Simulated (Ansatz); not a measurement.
Relaxed-ion elastic tensor of LaP (rock salt, space group No. 225) in GPa (Voigt order), the program Ansatz at the PBEsol level (PAW); density 5.28 g/cm³, 26.71 Å³ per atom.

|  | 1 | 2 | 3 | 4 | 5 | 6 |
|---|---|---|---|---|---|---|
| 1 | 179 | 26.7 | 26.7 | 0.0 | 0.0 | 0.0 |
| 2 | 26.7 | 179 | 26.7 | 0.0 | 0.0 | 0.0 |
| 3 | 26.7 | 26.7 | 179 | 0.0 | 0.0 | 0.0 |
| 4 | 0.0 | 0.0 | 0.0 | 32.2 | 0.0 | 0.0 |
| 5 | 0.0 | 0.0 | 0.0 | 0.0 | 32.2 | 0.0 |
| 6 | 0.0 | 0.0 | 0.0 | 0.0 | 0.0 | 32.2 |

Is the crystal mechanically stable?

Yes: the smallest eigenvalue of C is 32.2 GPa.

Work out the Voigt, Reuss and Hill averages.

K_V = 77.5, K_R = 77.5, K_H = 77.5; G_V = 49.8, G_R = 41.8, G_H = 45.8 GPa.

Give Young's modulus, Poisson's ratio, Pugh's ratio and the universal anisotropy index.

E = 9KG/(3K + G) = 115 GPa; ν = 0.25; K/G = 1.69 (near the Pugh limit of 1.75, no verdict); A_U = 5G_V/G_R + K_V/K_R − 6 = 0.95.

Estimate the sound speeds and the Debye temperature.

v_l = √((K + 4G/3)/ρ) = 5120 m/s, v_t = √(G/ρ) = 2950 m/s, mean 3270 m/s; Θ = (h/k)(3n/4πV)^(1/3) v_m = 326 K.

Give the Zener ratio and Young's modulus along [100], [110] and [111].

A = 2C44/(C11 − C12) = 0.42; 1/E = S11 − 2(S11 − S12 − S44/2)Γ with Γ = 0, 1/4, 1/3 gives 172, 97.1, 84.8 GPa.

Space group Fm-3m (rock salt). The workflow started from an entry of the Crystallography Open Database (COD). Whether it is the stable phase at ambient conditions was not checked. The PBEsol relaxation kept the symmetry of its start; of distortions, only those at the zone centre were tested. As this level gives no gap, shear constants depend on the k-mesh and smearing (Fermi–Dirac, 0.1 eV here). Scalar-relativistic: spin–orbit coupling is off unless named, which matters more the heavier the elements.

Potentials: the later of the program's two PAW sets.
